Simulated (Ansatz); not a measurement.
Bi (A7 (α-As type), R-3m) is relaxed with PBE+D3(BJ) in the plane-wave PAW code Ansatz. What lattice parameters of the conventional cell result?

a = 4.533 Å, c = 11.659 Å.

Give the free coordinates with the occupied sites.

In one choice of origin and axes:

```json
[
 {"atom": "Bi", "site": "6c", "symmetry": "3m", "x": "0.0000", "y": "0.0000", "z": "0.2371"}
]
```

The PBE+D3(BJ) relaxation kept the symmetry of its start. The pairwise dispersion correction was not fitted to metals. Axis ratios of metals converge slowly with the k-mesh, so a and c are less sure than the volume. Spin–orbit coupling is left out wherever it is not named.

Potentials: the earlier of the program's two PAW sets.
